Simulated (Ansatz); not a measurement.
CuI:
```xyz
2
Lattice="0.0000 3.0104 3.0104 3.0104 0.0000 3.0104 3.0104 3.0104 0.0000" Properties=species:S:1:pos:R:3 pbc="T T T"
Cu     4.5155     4.5155     4.5155
I      0.0000     0.0000     0.0000
```

Tensor components refer to the Cartesian frame of this cell.

Give the proper piezoelectric stress tensor with relaxed ions from the program Ansatz at the r²SCAN level (PAW).

In C/m², rows x, y, z, Voigt columns; mesh uncertainty up to 0.00.
```
0.00  0.00  0.00  0.08  0.00  0.00
0.00  0.00  0.00  0.00  0.08  0.00
0.00  0.00  0.00  0.00  0.00  0.08
```

The elastic tensor of the same run (GPa):

```csv
,1,2,3,4,5,6
1,56.1,37.7,37.7,0.0,0.0,0.0
2,37.7,56.1,37.7,0.0,0.0,0.0
3,37.7,37.7,56.1,0.0,0.0,0.0
4,0.0,0.0,0.0,22.9,0.0,0.0
5,0.0,0.0,0.0,0.0,22.9,0.0
6,0.0,0.0,0.0,0.0,0.0,22.9
```

Convert to strain constants d = e·S.

In pC/N:
```
0.0  0.0  0.0  3.4  0.0  0.0
0.0  0.0  0.0  0.0  3.4  0.0
0.0  0.0  0.0  0.0  0.0  3.4
```

Space group F-43m (zinc blende). Symmetry was held in the r²SCAN relaxation. No spin polarisation was allowed. Signs of piezoelectric constants follow the polarity of the cell as given. Scalar-relativistic: spin–orbit coupling is off unless named, which matters more the heavier the elements.

Potentials: the earlier of the program's two PAW sets. The files were generated under PBE; for other functionals the program regenerates the frozen cores, and for LDA and PBEsol the local potential too.
